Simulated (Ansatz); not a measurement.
# Is this CaPtCl₆ structure stable?

It was reached by relaxing an invented guess, and it needn't be the stable form of this composition.

Method: DFT PBE, scalar-relativistic, plane waves, PAW in Ansatz 0.2.0. Settings of the last relaxation (8-atom cell): 420 eV, 6×6×6 k points, Gaussian smearing of 0.02 eV, no spin polarisation.

```cif
data_structure
_symmetry_space_group_name_H-M 'P 1'
_symmetry_Int_Tables_number 1
_cell_length_a 6.8925
_cell_length_b 6.8925
_cell_length_c 6.8925
_cell_angle_alpha 55.086
_cell_angle_beta 55.086
_cell_angle_gamma 55.086
_cell_volume 205.07
loop_
_atom_site_label
_atom_site_type_symbol
_atom_site_fract_x
_atom_site_fract_y
_atom_site_fract_z
_atom_site_occupancy
Ca1 Ca 0.50000 0.50000 0.50000 1
Pt1 Pt 0.00000 0.00000 0.00000 1
Cl1 Cl 0.21256 0.61043 0.94507 1
Cl2 Cl 0.78744 0.38957 0.05493 1
Cl3 Cl 0.94507 0.21256 0.61043 1
Cl4 Cl 0.05493 0.78744 0.38957 1
Cl5 Cl 0.38957 0.05493 0.78744 1
Cl6 Cl 0.61043 0.94507 0.21256 1
```

The zero of energy is the elements' standard structures at the same level (Cl₂ as a molecule); no fitted shifts are applied.

Q: These tests were run: energy against the elements; phonons at Γ; elastic tensor. What do they show?

A:

```
                       test                       result
energy against the elements               −1.166 eV/atom
               phonons at Γ  lowest optical mode 86 cm⁻¹
             elastic tensor       least eigenvalue 7 GPa
```

It fails none of these tests. Whether a mixture of other phases lies lower isn't tested here. Phonons away from Γ weren't computed.

Spin–orbit coupling, which can matter for Pt, is left out. The run for the phonons used a 6×6×6 k mesh. The run for the elastic tensor used a 6×6×6 k mesh.
